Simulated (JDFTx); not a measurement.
An input for a modified build of JDFTx (Ru(0001), CANDLE, water, 1 M NaF; bohr, hartree) and the course of its log:

```
lattice \
  5.1170574511 2.5585287161 0.0000000000 \
  0.0000000000 4.4315017383 0.0000000000 \
  0.0000000000 0.0000000000 42.3298651916
coords-type Lattice
ion Ru 0.6666666668 0.6666666668 -0.1429051340 0
ion Ru 0.0000000002 0.0000000002 -0.0476350450 0
ion Ru 0.6666666668 0.6666666668 0.0476350450 0
ion Ru 0.0000000002 0.0000000002 0.1429051340 0
ion-species pseudo/ru_pbe_v1.2.upf
elec-cutoff 20 100
elec-ex-corr gga-PBE
coulomb-interaction Slab 001
coulomb-truncation-embed 0 0 0
kpoint-folding 10 10 1
elec-smearing Fermi 0.01
elec-n-bands 43
target-mu -0.192566
electronic-scf nIterations 100 energyDiffThreshold 1e-10
fluid LinearPCM
pcm-variant CANDLE
fluid-solvent H2O
fluid-cation Na+ 1
fluid-anion F- 1
fluid-minimize nIterations 400 knormThreshold 1e-11
wavefunction read f0.wfns
elec-initial-eigenvals f0.eigenvals
elec-initial-fillings read f0.fillings
fluid-initial-state f0.fluidState
dump-name f0_u0.$VAR
dump End State Ecomponents EigStats BandEigs Forces ElecDensity IonicPositions Fillings Kpoints Dtot FluidDebug BoundCharge FluidDensity
```

```
[one cycle in 5 is shown, and the last three; fluid-solver lines are left out]
	FillingsUpdate:  mu: -0.192566000  nElectrons: 61.483741
SCF: Cycle:  0   G: -363.996771559173851   dG: +3.675e+00   |Residual|: 1.991e-01   |deigs|: 1.068e-06
	FillingsUpdate:  mu: -0.192566000  nElectrons: 63.770941
SCF: Cycle:  5   G: -367.651825113146629   dG: -9.300e-03   |Residual|: 1.491e-02   |deigs|: 6.436e-04
	FillingsUpdate:  mu: -0.192566000  nElectrons: 63.918549
SCF: Cycle: 10   G: -367.671793754808618   dG: -4.013e-03   |Residual|: 2.416e-03   |deigs|: 6.715e-04
	FillingsUpdate:  mu: -0.192566000  nElectrons: 63.928664
SCF: Cycle: 15   G: -367.671992269696716   dG: -1.589e-04   |Residual|: 9.144e-04   |deigs|: 8.763e-04
	FillingsUpdate:  mu: -0.192566000  nElectrons: 63.937427
SCF: Cycle: 20   G: -367.672048472365077   dG: -4.285e-07   |Residual|: 4.867e-05   |deigs|: 9.217e-05
	FillingsUpdate:  mu: -0.192566000  nElectrons: 63.939285
SCF: Cycle: 25   G: -367.672046387878652   dG: -8.361e-07   |Residual|: 1.435e-04   |deigs|: 1.064e-05
	FillingsUpdate:  mu: -0.192566000  nElectrons: 63.939511
SCF: Cycle: 30   G: -367.672045797505689   dG: +6.619e-08   |Residual|: 1.632e-04   |deigs|: 6.593e-06
	FillingsUpdate:  mu: -0.192566000  nElectrons: 63.937736
SCF: Cycle: 35   G: -367.672048485429741   dG: -1.551e-07   |Residual|: 1.579e-05   |deigs|: 5.054e-05
	FillingsUpdate:  mu: -0.192566000  nElectrons: 63.935335
SCF: Cycle: 40   G: -367.672044239444517   dG: +4.238e-06   |Residual|: 2.022e-04   |deigs|: 2.297e-05
	FillingsUpdate:  mu: -0.192566000  nElectrons: 63.938232
SCF: Cycle: 45   G: -367.672048266688421   dG: -1.136e-07   |Residual|: 5.757e-05   |deigs|: 5.878e-06
	FillingsUpdate:  mu: -0.192566000  nElectrons: 63.937207
SCF: Cycle: 50   G: -367.672048339874607   dG: +1.900e-08   |Residual|: 4.121e-05   |deigs|: 1.753e-06
	FillingsUpdate:  mu: -0.192566000  nElectrons: 63.937962
SCF: Cycle: 55   G: -367.672048419500925   dG: -7.732e-07   |Residual|: 3.386e-05   |deigs|: 1.052e-05
	FillingsUpdate:  mu: -0.192566000  nElectrons: 63.938250
SCF: Cycle: 60   G: -367.672048235628949   dG: -9.312e-08   |Residual|: 5.630e-05   |deigs|: 7.665e-06
	FillingsUpdate:  mu: -0.192566000  nElectrons: 63.937730
SCF: Cycle: 65   G: -367.672048483179765   dG: -6.659e-07   |Residual|: 1.300e-05   |deigs|: 4.028e-05
	FillingsUpdate:  mu: -0.192566000  nElectrons: 63.937795
SCF: Cycle: 70   G: -367.672048478633542   dG: -7.747e-08   |Residual|: 2.454e-05   |deigs|: 8.826e-06
	FillingsUpdate:  mu: -0.192566000  nElectrons: 63.939142
SCF: Cycle: 75   G: -367.672047063322168   dG: +1.423e-06   |Residual|: 1.315e-04   |deigs|: 1.186e-05
	FillingsUpdate:  mu: -0.192566000  nElectrons: 63.937502
SCF: Cycle: 80   G: -367.672048459090092   dG: +1.689e-08   |Residual|: 3.477e-05   |deigs|: 5.403e-06
	FillingsUpdate:  mu: -0.192566000  nElectrons: 63.937538
SCF: Cycle: 85   G: -367.672048483125252   dG: -2.139e-07   |Residual|: 2.697e-05   |deigs|: 1.266e-05
	FillingsUpdate:  mu: -0.192566000  nElectrons: 63.936972
SCF: Cycle: 90   G: -367.672048142045128   dG: -1.837e-06   |Residual|: 5.868e-05   |deigs|: 1.707e-05
	FillingsUpdate:  mu: -0.192566000  nElectrons: 63.937637
SCF: Cycle: 95   G: -367.672048492244755   dG: -1.761e-07   |Residual|: 2.421e-05   |deigs|: 7.327e-06
	FillingsUpdate:  mu: -0.192566000  nElectrons: 63.937675
SCF: Cycle: 97   G: -367.672048495821116   dG: -5.403e-07   |Residual|: 1.022e-05   |deigs|: 7.160e-06
	FillingsUpdate:  mu: -0.192566000  nElectrons: 63.937925
SCF: Cycle: 98   G: -367.672048441248592   dG: +5.457e-08   |Residual|: 4.961e-05   |deigs|: 1.467e-05
	FillingsUpdate:  mu: -0.192566000  nElectrons: 63.937624
SCF: Cycle: 99   G: -367.672048476437169   dG: -3.519e-08   |Residual|: 4.229e-05   |deigs|: 8.855e-06
SCF: None of the convergence criteria satisfied after 100 iterations.
IonicMinimize: Iter:   0  G: -367.672048476437169  |grad|_K:  0.000e+00
IonicMinimize: Converged (|grad|_K<1.000000e-04).
```

This run gave no converged result. The loop ran out of cycles short of its threshold. It has stalled and not diverged: the last ten energies span 2e-06 Ha, so the total is near its end, but levels, forces and the electron count aren't shown converged.
